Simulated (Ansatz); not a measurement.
# The polar optical mode of GaAs at 18 GPa, worked through

Theory: DFT LDA, scalar-relativistic, plane waves, PAW (Ansatz). Settings: 420 eV plane-wave cutoff, Γ-centred 12×12×12 mesh, fixed occupations. No spin polarisation. Phonons by linear response, acoustic sum rule imposed.

The cell, relaxed at 18 GPa:
```cif
data_structure
_symmetry_space_group_name_H-M 'F-43m'
_symmetry_Int_Tables_number 216
_cell_length_a 5.3021
_cell_length_b 5.3021
_cell_length_c 5.3021
_cell_angle_alpha 90.000
_cell_angle_beta 90.000
_cell_angle_gamma 90.000
_cell_volume 149.05
loop_
_atom_site_label
_atom_site_type_symbol
_atom_site_symmetry_multiplicity
_atom_site_Wyckoff_symbol
_atom_site_fract_x
_atom_site_fract_y
_atom_site_fract_z
_atom_site_occupancy
Ga1 Ga 4 a 0.00000 0.00000 0.00000 1
As1 As 4 c 0.25000 0.25000 0.25000 1
```

The real crystal has changed phase below this pressure. The run warned that the force constants aren't converged on this k mesh, so the frequencies and all that is formed from them are rough. The bands were filled as in an insulator; under compression the gap may have closed between mesh points.

Linear response gives ν_TO = 327.6 cm⁻¹, Born charges ±1.770 e (positive on Ga) and ε∞ = 11.364. The primitive cell holds 37.263 Å³, and the masses are 69.723 and 74.922 amu.

**Question.** Find ν_LO and the static dielectric constant.

**Answer.** The long-wave field adds a restoring force: ω_LO² − ω_TO² = Z*²e²/(ε_vac ε∞ μV). In these units ν_LO² − ν_TO² = 4.92064×10⁷ Z*²/(μ V ε∞) cm⁻², with μ = m₁m₂/(m₁ + m₂) = 36.114 amu: 10078 cm⁻². So ν_LO = √(327.6² + 10078) = 342.7 cm⁻¹, and the run gives 342.7. Lyddane–Sachs–Teller then gives ε0 = ε∞ (ν_LO/ν_TO)² = 12.43, against 12.43 in the run (it forms both from the same three quantities, so the match checks the arithmetic only). Between ν_TO and ν_LO the dielectric function is negative and an undamped crystal reflects fully: a reststrahlen band from 29.2 to 30.5 μm.

**Question.** What do the Clausius–Mossotti polarisability and the Szigeti charge come to?

**Answer.** With the Lorentz local field, α = (3V/4π)(ε∞ − 1)/(ε∞ + 2) = 6.90 Å³ for the pair, and e_S = 3Z*/(ε∞ + 2) = 0.40 e. The Born charge includes the electrons' response to the dipole's own local field, and e_S takes that enhancement out. The Lorentz field assumes point-like polarisable ions, a poor picture once ε∞ is this large, since the electron clouds then overlap or are shared, so both numbers are formal here.

**Question.** How strongly does a slow electron couple to the LO mode?

**Answer.** For one isotropic parabolic band, Fröhlich's constant is α_F = (1/ε∞ − 1/ε0) √(m* Ry/ħω_LO), with Ry = 13.606 eV, ħω_LO = 42.5 meV and m* in free-electron masses: α_F = 0.0076 × 17.89 × √m* = 0.14 √m*. The band mass isn't part of this run; for m* = 0.1, 0.3 and 1 it gives 0.04, 0.07, 0.14. In weak coupling the polaron lies α_F ħω_LO below the band edge (3 meV at m* = 0.3) with a mass m*(1 + α_F/6); past α_F of about 5 or 6 that expansion fails. A semilocal functional's ε∞ tends to be too large, which taken alone lowers α_F.

Cost: 1 run of about 1.9 core-minutes, on Intel Xeon 6975P-C (Granite Rapids) (shared hosts).